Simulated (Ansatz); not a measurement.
# Ge: tetragonal deformation path

All numbers below come from DFT r2SCAN, scalar-relativistic, plane waves, PAW (Ansatz 0.2.0). The runs took a 500 eV cutoff, a Γ-centred 22×22×22 mesh and Gaussian smearing (0.15 eV). No spin polarisation. Energies are free energies at this smearing, counted from the undisturbed cell; pressure is positive in compression.

The starting cell (as given, not relaxed at this level; it stands at 0.6 GPa; this form isn't the usual structure):

```
CELL_PARAMETERS angstrom
-2.57449 2.57449 1.39741
2.57449 -2.57449 1.39741
2.57449 2.57449 -1.39741
ATOMIC_POSITIONS crystal
Ge 0.25000 0.75000 0.50000
Ge 0.50000 0.50000 0.00000
```

At fixed volume and fractional coordinates, lengths along (0.000, 0.000, 1.000) are scaled against those across it; ρ is that ratio over its starting value. The cell is metallic on the mesh throughout.

```csv
ρ,ΔE (meV/atom),pressure (GPa)
0.850,121.1,3.7
0.920,31.9,1.3
0.960,9.7,0.7
1.000,0.0,0.6
1.100,11.8,1.4
1.200,?,?
```

Problem. Give the withheld values.

Solution. ΔE (meV/atom) at ρ = 1.200: 47.2; pressure (GPa) at ρ = 1.200: 3.3.